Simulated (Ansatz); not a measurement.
Na-23 nuclear quadrupole resonance in Na2AlGeP3O12

Cell: a computed structure from the Materials Project (it need not be an observed phase), taken as it stands.

Space group Cc (No. 9); a = 14.7263, b = 8.4257, c = 8.6981 Å, β = 124.16°.

| site | Wyckoff | site symmetry | x | y | z |
| --- | --- | --- | --- | --- | --- |
| Na1 | 4a | 1 | 0.5005 | 0.1134 | 0.7489 |
| Na3 | 4a | 1 | 0.7490 | 0.7497 | 0.4964 |
| Al | 4a | 1 | 0.6058 | 0.7474 | 0.0612 |
| Ge | 4a | 1 | 0.3957 | 0.2534 | 0.9432 |
| P9 | 4a | 1 | 0.6460 | 0.8921 | 0.7519 |
| P10 | 4a | 1 | 0.5019 | 0.4641 | 0.7537 |
| P11 | 4a | 1 | 0.3552 | 0.8899 | 0.7550 |
| O15 | 4a | 1 | 0.6382 | 0.8692 | 0.9179 |
| O16 | 4a | 1 | 0.0738 | 0.0658 | 0.9232 |
| O17 | 4a | 1 | 0.4571 | 0.8206 | 0.9291 |
| O21 | 4a | 1 | 0.3619 | 0.1227 | 0.0809 |
| O22 | 4a | 1 | 0.9212 | 0.9393 | 0.0749 |
| O23 | 4a | 1 | 0.5459 | 0.1839 | 0.0695 |
| O27 | 4a | 1 | 0.2533 | 0.1829 | 0.2278 |
| O28 | 4a | 1 | 0.5761 | 0.6460 | 0.2289 |
| O29 | 4a | 1 | 0.6462 | 0.9268 | 0.2269 |
| O33 | 4a | 1 | 0.7471 | 0.8147 | 0.7702 |
| O34 | 4a | 1 | 0.4213 | 0.3534 | 0.7694 |
| O35 | 4a | 1 | 0.3539 | 0.0765 | 0.7707 |

One atom of each set is listed; the run and its k-mesh use a cell of 38 atoms with edges of 8.48, 8.48, 8.70 Å.

Method: Kohn–Sham DFT in Ansatz, r2SCAN, plane waves and PAW, scalar-relativistic, 500 eV cutoff, Γ-centred 3×3×3 k-points, Fermi–Dirac smearing 0.02 eV.

Na-23: I = 3/2, Q = 104.0 mb (year-2017 value). Static lattice, zero field.

(1) At which frequencies do the Na-23 NQR lines lie?

## Answers

(1) For I = 3/2 there is one line, ν = (|C_Q|/2)(1 + η²/3)^½.

```csv
site,atoms,V_zz (10²¹ V/m²),C_Q (MHz),η,line frequencies (MHz)
Na1,2,-1.66,-4.18,0.47,2.17
Na3,2,-1.38,-3.48,0.34,1.77
```

At this cell the r2SCAN pressure is -5 GPa, so with r2SCAN the cell would shrink if it were relaxed. The entry's cell may itself be off. The largest force is 0.5 eV/Å, so the atoms aren't at the calculated equilibrium and relaxing them would move these values.

Hardware: 1 thread of Arm Neoverse V1 (aarch64; 8 cores open to the job, memory cap 2.5 GiB, no GPU), a shared host with a load of 0.4 a core. Wall time 5.4 min, CPU time 5.4 min, peak memory 1.9 GiB.
